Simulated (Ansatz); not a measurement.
**Property card for Be3CdF2**

Level of theory: DFT PBE, scalar-relativistic, plane waves, PAW in Ansatz 0.2.0.

Plane waves to 420 eV, a k mesh through Γ of 12×12×8 on the computed 6-atom cell and Gaussian smearing (0.10 eV); no spin polarisation.

The structure is relaxed at this level of theory with its symmetry kept, and needn't be the ground state of this composition.

```xyz
6
Lattice="4.2560 0.0000 0.0000 -2.1280 3.6858 0.0000 0.0000 0.0000 4.7826" Properties=species:S:1:pos:R:3 pbc="T T T"
Be    2.1280    0.0000    2.3913
Be    1.0640    1.8429    2.3913
Be   -1.0640    1.8429    2.3913
Cd    0.0000    0.0000    0.0000
F     0.0000    2.4572    0.0000
F     2.1280    1.2286    0.0000
```

| Quantity | Value |
| --- | --- |
| Space group | P6/mmm (No. 191) |
| Volume per atom | 12.50 Å³ |
| Formation energy from the elements' standard states (uncorrected) | -0.292 eV/atom |
| Kohn–Sham band gap | none (metal) |
| Density of states at the Fermi level | 0.8 states/eV per cell |

The cell holds layers, chains or molecules and no dispersion correction was added, so their binding is poorly described.

The cell was found from a structure generator's guess, not taken from experiment.
